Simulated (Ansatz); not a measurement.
GeMo2N:
```cif
data_Ge2Mo4N2
_chemical_formula_sum 'Ge2 Mo4 N2'
_space_group_name_H-M_alt 'P 1'
_space_group_IT_number 1
_cell_length_a 2.95202
_cell_length_b 2.95202
_cell_length_c 13.55166
_cell_angle_alpha 90.000
_cell_angle_beta 90.000
_cell_angle_gamma 120.000
loop_
_space_group_symop_operation_xyz
  'x, y, z'
loop_
_atom_site_label
_atom_site_type_symbol
_atom_site_fract_x
_atom_site_fract_y
_atom_site_fract_z
_atom_site_occupancy
Ge1 Ge 0.33333 0.66667 0.75000 1
Ge2 Ge 0.66667 0.33333 0.25000 1
Mo1 Mo 0.33333 0.66667 0.09749 1
Mo2 Mo 0.66667 0.33333 0.59749 1
Mo3 Mo 0.66667 0.33333 0.90251 1
Mo4 Mo 0.33333 0.66667 0.40251 1
N1 N 0.00000 0.00000 0.00000 1
N2 N 0.00000 0.00000 0.50000 1
```
The run is spin-polarised; directions of the spins, atom by atom: 0 0 ↑ ↑ ↑ ↑ 0 0.

This is the r²SCAN-relaxed structure.

Task: All from plane-wave PAW r²SCAN (Ansatz code), unless another level is named. Estimate the electronic character.

Result: metallic (no gap).

Task: Give the density of states at the Fermi level.

Result: 0.78 states/eV per atom (mean over ±0.08 eV).

Task: Give the formation energy from the elements (no fitted shifts).

Result: -0.048 eV/atom.

Space group P6_3/mmc. The start of the workflow was typed in or built on a structure type; neither database checked (COD, Materials Project) lists it. Its standing as an ambient phase is unchecked. The r²SCAN relaxation kept the symmetry of its start; whether a distortion lowers the energy is not shown. The final state is ferromagnetic, the only order run, not a proven ground state. Other orbital occupations within this spin state were not tried. No Hubbard U is applied. The references are the lowest solids computed at this level, not always the standard phases (solids in place of the gases). Spin–orbit coupling is left out wherever it is not named.

Potentials: the earlier of the program's two PAW sets.
